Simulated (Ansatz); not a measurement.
HgSe (zinc blende, space group No. 216), a = 6.260 Å, b = 6.260 Å, c = 6.260 Å, α = 90.00°, β = 90.00°, γ = 90.00°; the cell used has 2 atoms.

Relaxed with PBE. Plane-wave PAW PBE (Ansatz code) gives no gap.

Question: What gap does HSE06 give on the same cell (Ansatz, PAW)?

Answer: It stays without a gap at the points solved. The hybrid was solved on a coarser mesh and at special points; its gap is the smallest among all of these. On such a mesh it can open a false gap in a semimetal.

| k | v1 PBE | c1 PBE | v1 HSE06 | c1 HSE06 |
|---|---|---|---|---|
| Γ | 0.00 | 0.00 | 0.00 | 0.00 |
| X | -1.95 | 2.70 | [?] | [?] |
| L | -0.82 | 1.10 | [?] | [?] |
| W | -2.09 | 3.35 | [?] | [?] |
| K | -1.59 | 2.84 | [?] | [?] |

Question: Top valence (v1) and lowest conduction level (c1) in eV from each method's valence maximum (which need not be a listed point): supply the withheld HSE06 values.

Answer: 
- K, v1 HSE06: -1.73
- K, c1 HSE06: 3.73
- W, v1 HSE06: -2.30
- W, c1 HSE06: 4.36
- L, v1 HSE06: -0.89
- L, c1 HSE06: 1.90
- X, v1 HSE06: -2.11
- X, c1 HSE06: 3.56

Cost on shared cores: the PBE run (SCF on a 11×11×11 mesh, then bands and DOS) roughly 50 core-seconds, the HSE06 run (SCF on 6×6×6, then a few points) around 2.6 core-minutes (rough); the tasks are unlike.

Space group F-43m (zinc blende). The PBE relaxation kept the symmetry of its start; phonons on a q-mesh show no instability. Scalar-relativistic: spin–orbit coupling is off unless named, which matters more the heavier the elements.

Potentials: the later of the program's two PAW sets.
